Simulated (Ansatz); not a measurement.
Mg$_{2}$Si (antifluorite type, space group Fm-3m)

```yaml
crystal:
  lattice:
    - [0.00000, 3.18221, 3.18221]
    - [3.18221, 0.00000, 3.18221]
    - [3.18221, 3.18221, 0.00000]
  atoms:
    - { symbol: Si, position: [0.00000, 0.00000, 0.00000] }
    - { symbol: Mg, position: [0.25000, 0.25000, 0.25000] }
    - { symbol: Mg, position: [0.75000, 0.75000, 0.75000] }
```

The relaxed cell is deformed in two ways at once: its volume V is scaled, and at that volume it is stretched along z (the c axis of the conventional cell) so that c/a changes. Fractional atomic positions are held.

These are PBE (plane waves to 420 eV, PAW, scalar-relativistic; Ansatz, a first-principles code) values and carry that method's errors. k mesh 9×9×9 (Γ-centred), Fermi-Dirac smearing 0.05 eV. Stress and pressure are positive under compression. As the smearing reaches across the gap at some points, the response to shear is sensitive to the k mesh, so small differences along c/a are uncertain. Mg2Si was relaxed with its symmetry unable to fall. The PAW data are Ansatz's earlier set. 

Problem. What σxx (GPa) does the calculation give at all points of the grid V/V₀ = 0.960, 0.980, 1.000, 1.020, 1.040 by (c/a)/(c/a)₀ = 0.920, 0.960, 1.000, 1.040, 1.080?

Solution. σxx (GPa), with V/V₀ across and (c/a)/(c/a)₀ down:

```tsv
(c/a)/(c/a)₀ \ V/V₀	0.960	0.980	1.000	1.020	1.040
0.920	-0.1	-1.3	-2.3	-3.3	-4.1
0.960	1.1	-0.1	-1.2	-2.2	-3.1
1.000	2.4	1.1	0.0	-1.0	-2.0
1.040	3.7	2.4	1.2	0.2	-0.8
1.080	5.0	3.7	2.5	1.4	0.4
```

(Under strain, the slope of the energy per volume gives the stress and its curvature an elastic modulus.)
